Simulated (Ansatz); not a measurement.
# Replacing Ba by Sb in BaLi2Mg2Si2

```
Ba Mg Li Si
1.0
     2.29925    3.98242    0.00000
    -2.29925    3.98242    0.00000
    -2.29925    1.32747    8.72289
Ba Mg Li Si
1 2 2 2
Direct
  0.00000 0.00000 0.00000
  0.86439 0.27122 0.59317
  0.13561 0.72878 0.40683
  0.42941 0.14118 0.28823
  0.57059 0.85882 0.71177
  0.75790 0.48420 0.27370
  0.24210 0.51580 0.72630
```

Computed with plane-wave PAW DFT (Ansatz 0.2.0): r2SCAN, 500 eV cutoff, 8×8×8 Γ-centred mesh, fermi-dirac occupations of width 0.100 eV. Spin: none. Single points at fixed atoms.

Now every Ba is replaced by Sb on the same fractional sites, and the cell goes from 22.82 to 20.65 Å³ an atom (a = 4.448 Å, b = 4.448 Å, c = 8.819 Å, α = 75.39°, β = 90.00°, γ = 60.00°; 8×8×8 Γ-centred mesh, fermi-dirac occupations of width 0.021 eV).

**Question.** How do gap, charges, pressure and binding respond?

**Answer.** The runs give:

```csv
quantity,BaLi2Mg2Si2,Li₂Mg₂Si₂Sb
pressure (GPa),-0.6,-1.5
formation energy (eV/atom),-0.369,0.124
```

Mean Bader charges in e: Ba +1.23 becomes Sb -0.04; Mg +1.47 → +1.48, Li +0.85 → +0.85, Si -2.93 → -2.30. Sb is more electronegative than Ba (Pauling 2.05 against 0.89) and has 3 outer electrons more; its site ends 1.27 e more negative, and the Si atoms together take up most of the change. Neither shows a clear gap on its mesh. At these unrelaxed cells the formation energy of BaLi2Mg2Si2 is the lower, by 0.49 eV an atom.

Origins: BaLi2Mg2Si2, a database entry at a slightly scaled volume; Li2Mg2Si2Sb, a known structure type with other elements put in, at an estimated volume. An invented cell need not be a known compound.

Caveats: atoms and cells are not relaxed; pressure is positive in compression; a dash marks a value that doesn't apply or isn't given.
